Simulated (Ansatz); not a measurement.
The calculation used DFT PBE, scalar-relativistic, plane waves, PAW in Ansatz 0.2.0. All cells share a 420 eV cutoff and Γ-centred k meshes spaced at most about 0.3 Å⁻¹ (about 0.25 or finer for metals, 2π included). No spin polarisation in the final relaxations.

Temperature and zero-point effects are left out.

Two relaxed structures of Sc₂GaSbAs₂:

A.

```
Sc Ga Sb As
1.0
     4.43649    0.00000    0.00000
     0.00000    4.43649    0.00000
     0.00000    0.00000    8.11661
Sc Ga Sb As
2 1 1 2
Direct
  0.00000 0.50000 0.00000
  0.50000 0.00000 0.00000
  0.00000 0.00000 0.50000
  0.50000 0.50000 0.50000
  0.00000 0.00000 0.19281
  0.00000 0.00000 0.80719
```

B.

```
Sc Ga Sb As
1.0
    -2.62624    2.62624    5.58646
     2.62624   -2.62624    5.58646
     2.62624    2.62624   -5.58646
Sc Ga Sb As
2 1 1 2
Direct
  0.75000 0.25000 0.50000
  0.25000 0.75000 0.50000
  0.00000 0.00000 0.00000
  0.50000 0.50000 0.00000
  0.22594 0.22594 0.00000
  0.77406 0.77406 0.00000
```

Question: Which form is favoured at zero pressure, and by what margin per atom?

Answer: B is lower, by 0.35 eV/atom. A has space group P4/mmm (No. 123), 26.6 Å³/atom and no gap on its mesh; B has space group I4/mmm (No. 139), 25.7 Å³/atom and no gap. Counting As or Sb atoms around Ga and Sc (for each partner element, those within 1.25 times its shortest distance or 1.15 times the sum of covalent radii, where it is the nearest in units of that sum or under 1.3; a plus sign parts groups by distance over the sum of covalent radii), A has Sc 4, Ga 2+4 and B has Sc 4+4, Ga 2. The denser one is the lower, and pressure would at first widen the difference. Both come from invented guesses. A third cell relaxed alike, in P-4m2, lies 208 meV/atom below the lower of the two.

Spin–orbit coupling, which can matter for Sb, is left out. Cells relaxed within their symmetry can be saddle points.
